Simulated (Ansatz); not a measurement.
## Surface calculation: hcp Zn (0001), 1 layer

The slab is cut from the hcp crystal, the stable phase, as relaxed on PAW files (15.32 Å³/atom), with 16 Å of vacuum and a dipole correction:

```yaml
crystal:
  lattice:
    - [2.63563, 0.00000, 0.00000]
    - [-1.31781, 2.28252, 0.00000]
    - [0.00000, 0.00000, 16.00000]
  atoms:
    - { symbol: Zn, position: [0.00000, 0.00000, 0.50000] }
```

All numbers are PBE results (scalar-relativistic) from Ansatz 0.2.0, with a Γ-centred 16×16×1 k mesh, Fermi–Dirac smearing of 0.08 eV, no spin polarisation. Methods: LAPW: all electrons, basis error target 1 meV/atom; PAW: frozen-core files, cutoff 420 eV.

The bulk energy comes from a cell in the slab's orientation on a 16×16×7 mesh. The surface energy is (E(slab) − N·E(bulk))/2A at zero smearing, the mean of both faces; thin slabs carry quantum-size effects.

Task: As cut, the LAPW slab lies 0.348 eV above 1 atom of bulk. What surface energy is that?

Result: Over two faces of 6.02 Å² it is 28.9 meV/Å², and times 16.02 J/m² per eV/Å² that gives γ = 0.463 J/m².

```csv
method,γ as cut (J/m²),Φ as cut (eV)
LAPW,0.463,?
```

Task: Give the missing entry: row "LAPW", column "Φ as cut (eV)".

Result: 4.00.

Task: What changes if the vacuum is set to 22 Å?

Result: LAPW then gives: no gap, work function 4.00 eV; PAW: no gap, work function 4.00 eV.
